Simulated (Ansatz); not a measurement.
TaTe:
Space group Cmcm (No. 63); a = 3.6297 Å, b = 10.1214 Å, c = 4.7341 Å, α = 90.00°, β = 90.00°, γ = 90.00°

```tsv
atom	site	symmetry	x	y	z
Te	4c	m2m	0.0000	0.3637	0.2500
Ta	4c	m2m	0.0000	0.0772	0.2500
```
(The calculation used a cell of 4 atoms; values per cell refer to that cell.)

Relaxed with r²SCAN.

Question: Tabulate the valence density and the electron localisation function along the shortest Ta–Ta contact (2.84 Å), the program Ansatz at the r²SCAN level (PAW).

Answer: 

| distance from Ta (Å) | density (e/Å³) | ELF |
|---|---|---|
| 0.28 | 4.24 | 0.30 |
| 0.43 | 4.44 | 0.59 |
| 0.57 | 3.74 | 0.72 |
| 0.71 | 2.56 | 0.70 |
| 0.85 | 1.47 | 0.57 |
| 0.99 | 0.81 | 0.44 |
| 1.13 | 0.56 | 0.45 |
| 1.28 | 0.47 | 0.57 |
| 1.42 | 0.44 | 0.63 |
| 1.56 | 0.47 | 0.57 |
| 1.70 | 0.56 | 0.45 |
| 1.84 | 0.81 | 0.44 |
| 1.99 | 1.47 | 0.57 |
| 2.13 | 2.56 | 0.70 |
| 2.27 | 3.74 | 0.72 |
| 2.41 | 4.44 | 0.59 |
| 2.55 | 4.24 | 0.30 |

The density is the valence pseudo-density with augmentation charge, so density and ELF within about 1 Å of a nucleus are not all-electron values.

The start of the workflow was typed in or built on a structure type; neither database checked (COD, Materials Project) lists it. Whether it is the stable phase at ambient conditions was not checked. The cell was relaxed with r²SCAN under the symmetry of its start; its stability against distortions is not shown here. No spin polarisation was allowed. Scalar-relativistic: spin–orbit coupling is off unless named, which matters more the heavier the elements.

Potentials: the later of the program's two PAW sets.
